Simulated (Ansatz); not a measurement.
## Zn (sc type) under strong compression

```
CELL_PARAMETERS angstrom
2.56428 0.00000 0.00000
0.00000 2.56428 0.00000
0.00000 0.00000 2.56428
ATOMIC_POSITIONS crystal
Zn 0.00000 0.00000 0.00000
```

The cell comes from a relaxation on PAW files under the same functional, begun from a prototype that needn't be the stable phase.

Its volume is scaled at fixed shape and fractional positions.

Level of theory: DFT with PBEsol, scalar-relativistic, in Ansatz 0.2.0; a Γ-centred 17×17×17 k mesh, Fermi–Dirac smearing of 0.05 eV, no spin polarisation. LAPW: all electrons, basis error target 1 meV/atom; PAW: frozen-core files, cutoff 420 eV; crystal datasets: all electrons, by PAW datasets that the program makes for each cell; norm-conserving: pseudopotentials, cutoff 1143 eV; PAW (cutoff 300 eV): frozen-core files, cutoff 300 eV.

Energies are extrapolated to zero smearing and count from the unscaled cell; pressure is positive in compression; gaps take the mesh and a band path. No temperature or zero-point motion is included.

The PAW files were made under PBE. The structure type is held throughout; the real material can change phase at far lower pressure.

```json
{"V/V0": "1.00", "V (Å³/atom)": "16.86", "P LAPW (GPa)": "-0.02", "ΔE LAPW (eV/atom)": "0.000", "P PAW − LAPW (GPa)": "0.01", "ΔE PAW − LAPW (meV/atom)": "0.0"}
{"V/V0": "0.90", "V (Å³/atom)": "15.18", "P LAPW (GPa)": "8.42", "ΔE LAPW (eV/atom)": "0.040", "P PAW − LAPW (GPa)": "0.02", "ΔE PAW − LAPW (meV/atom)": "0.2"}
{"V/V0": "0.80", "V (Å³/atom)": "13.49", "P LAPW (GPa)": "24.0", "ΔE LAPW (eV/atom)": "?", "P PAW − LAPW (GPa)": "-0.04", "ΔE PAW − LAPW (meV/atom)": "0.3"}
{"V/V0": "0.70", "V (Å³/atom)": "11.80", "P LAPW (GPa)": "53.3", "ΔE LAPW (eV/atom)": "?", "P PAW − LAPW (GPa)": "-0.07", "ΔE PAW − LAPW (meV/atom)": "-0.3"}
{"V/V0": "0.60", "V (Å³/atom)": "10.12", "P LAPW (GPa)": "111.5", "ΔE LAPW (eV/atom)": "1.423", "P PAW − LAPW (GPa)": "-0.06", "ΔE PAW − LAPW (meV/atom)": "-0.9"}
{"V/V0": "0.50", "V (Å³/atom)": "8.43", "P LAPW (GPa)": "235.5", "ΔE LAPW (eV/atom)": "3.162", "P PAW − LAPW (GPa)": "-0.36", "ΔE PAW − LAPW (meV/atom)": "-2.4"}
{"V/V0": "0.40", "V (Å³/atom)": "6.74", "P LAPW (GPa)": "532.4", "ΔE LAPW (eV/atom)": "6.962", "P PAW − LAPW (GPa)": "-2.43", "ΔE PAW − LAPW (meV/atom)": "-13.0"}
```

Problem. Give the missing entry: row "0.70", column "ΔE LAPW (eV/atom)".

Solution. 0.591.

Problem. What belongs in the row "0.80", column "ΔE LAPW (eV/atom)"?

Solution. 0.201.

Problem. Fit the Vinet equation to the LAPW pressures over the whole range, with residuals weighted by 1/(|P| + 0.03·Pmax).

Solution. V0 = 16.90 Å³/atom, B0 = 56.2 GPa and B0′ = 5.69, and the fit misses no point by more than 6.9 GPa. A fit over so wide a range pins B0 less well than one near rest.

Problem. From the table, what is the rise of the enthalpy H = E + pV up to the last row, and how stiff is the crystal between the last two rows?

Solution. ΔH = 6.962 eV + (532.4 GPa × 6.74 Å³ + 0.02 GPa × 16.86 Å³) × 0.006242 eV/(GPa·Å³) = 29.38 eV/atom, of which pV makes 76 %. The mean bulk modulus there is −ΔP/Δln V = 1330 GPa.

Problem. At the smallest volume, how far do crystal datasets and norm-conserving and PAW (cutoff 300 eV) lie from LAPW in pressure?

Solution. crystal datasets: 0.00 GPa; norm-conserving: +1.82 GPa; PAW (cutoff 300 eV): +13.16 GPa, on a LAPW pressure of 532.4 GPa.

Problem. How do the Löwdin populations by LAPW change from the unscaled cell to the last row?

Solution. Zn 4s 1.57 → 1.53, Zn 3d 9.98 → 9.93 electrons an atom. These are projections on the shells that the free atoms fill; 0.46 e a cell lies outside them at the start and 0.56 e at the end.
